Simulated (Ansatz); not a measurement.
# MgTiF4: which magnetic state is lowest?

Level of theory: DFT PBE, scalar-relativistic, plane waves, PAW in Ansatz 0.2.0.

```cif
data_structure
_symmetry_space_group_name_H-M 'P 1'
_symmetry_Int_Tables_number 1
_cell_length_a 3.6030
_cell_length_b 3.6030
_cell_length_c 5.1134
_cell_angle_alpha 90.000
_cell_angle_beta 90.000
_cell_angle_gamma 90.000
_cell_volume 66.38
loop_
_atom_site_label
_atom_site_type_symbol
_atom_site_fract_x
_atom_site_fract_y
_atom_site_fract_z
_atom_site_occupancy
Mg1 Mg 0.00000 0.00000 0.50000 1
Ti1 Ti 0.50000 0.50000 0.00000 1
F1 F 0.50000 0.00000 0.25521 1
F2 F 0.50000 0.00000 0.74479 1
F3 F 0.00000 0.50000 0.74479 1
F4 F 0.00000 0.50000 0.25521 1
```

The plane-wave cutoff is 420 eV and the Γ-centred k-mesh is 10×10×8. The occupation rule is Gaussian smearing, 0.01 eV. The list of starting moments (μB, in atom order) is 0 1 0 0 0 0 and the check for lower electronic states after the SCF is off.

All runs keep this geometry, which isn't relaxed for the lowest state (largest force there 0.149 eV/Å, pressure 0.0 GPa; forces reach 0.37 eV/Å in another state) and needn't be a stable compound; relaxing each order can shift differences of a few meV. The large starts are 0 2.5 0 0 0 0 μB. The small starts are 0 0.5 0 0 0 0 μB. Site moments are spin moments in atom-centred spheres that scale with the neighbour distance. The states are those that the runs reached from these starts; a lower one can exist. No antiferromagnetic start is among these.

| start | ends | energy above lowest (meV/atom) | site moments (μB) | gap on mesh (eV) | P (GPa) |
| --- | --- | --- | --- | --- | --- |
| no spin | non-magnetic | 155 | none over 0.05 | metal | -1.5 |
| ferromagnetic | ferromagnetic | 0.00 | Ti +1.44 | 0.19 | 0.0 |
| large parallel starting moments | ferromagnetic | 0.00 | Ti +1.44 | 0.19 | 0.0 |
| small parallel starting moments | ferromagnetic | 0.00 | Ti +1.44 | 0.19 | 0.0 |

Cost: 4 runs of about 5.1 core-minutes in all, on Arm Neoverse N1 (shared hosts).